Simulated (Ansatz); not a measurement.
YGe (NiAs type, P6_3/mmc) at seven volumes, the program Ansatz at the PBE level (PAW), shape and atoms relaxed at each. One row is withheld.

```
V (Å³/atom)  P (GPa)
-----------  -------
23.614          6.52
24.393          4.07
25.171          1.87
25.950          0.00
26.728         -1.62
27.507         -3.07
28.285             ?
```

### Question
Fit the shown pressures and predict the withheld one.

### Answer
P = (3/2)B₀(x^(7/2) − x^(5/2))[1 + (3/4)(B′ − 4)(x − 1)] with x = (V₀/V)^(2/3). Least squares on the six rows gives V₀ = 25.953 Å³/atom, B₀ = 58.5 GPa, B′ = 3.55. At V = 28.285, x = 0.9443 and P = -4.32 GPa. The run itself gave -4.32 GPa.

The cell is a constructed one: a structure type filled with these elements; neither database checked (COD, Materials Project) lists it. Whether it is the stable phase at ambient conditions was not checked. Symmetry was held in the PBE relaxation; its stability against distortions is not shown here. The run is not spin-polarised.

Potentials: the later of the program's two PAW sets.
